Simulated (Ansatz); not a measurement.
SrMoO$_{3}$:
```
CELL_PARAMETERS angstrom
      3.95007     3.95004     0.00000
     -3.95007     3.95004     0.00000
     -3.94969     0.00000     3.95012
ATOMIC_POSITIONS crystal
  Sr 0.74997 0.25003 0.49998
  Sr 0.25003 0.74997 0.50002
  Mo 0.50000 0.00000 0.00000
  Mo 0.00000 0.50000 0.00000
  O  0.24971 0.75029 0.99986
  O  0.75029 0.24971 0.00014
  O  0.25008 0.25008 0.50000
  O  0.74992 0.74992 0.50000
  O  0.74980 0.74980 0.00000
  O  0.25020 0.25020 0.00000
```

Relaxed with PBEsol.

Question: Give the Bader charges and basin volumes of the independent atoms, the program Ansatz at the PBEsol level (PAW).

Answer: 

```tsv
atom	Bader charge (e)	Bader volume (Å³)
Sr1	+1.58	15.9
Mo3	+2.14	10.0
O5	-1.24	11.9
```

Space group Pm-3m (cubic perovskite). The workflow started from a Materials Project entry (that database holds measured and hypothetical structures alike); the Crystallography Open Database copy checked does not list it. Its standing as an ambient phase is unchecked. The cell keeps a stress of up to 0.2 GPa. The cell was relaxed with PBEsol under the symmetry of its start; whether a distortion lowers the energy is not shown. The workflow began spin-polarised and lost its moments. No Hubbard U is applied.

Potentials: the later of the program's two PAW sets.
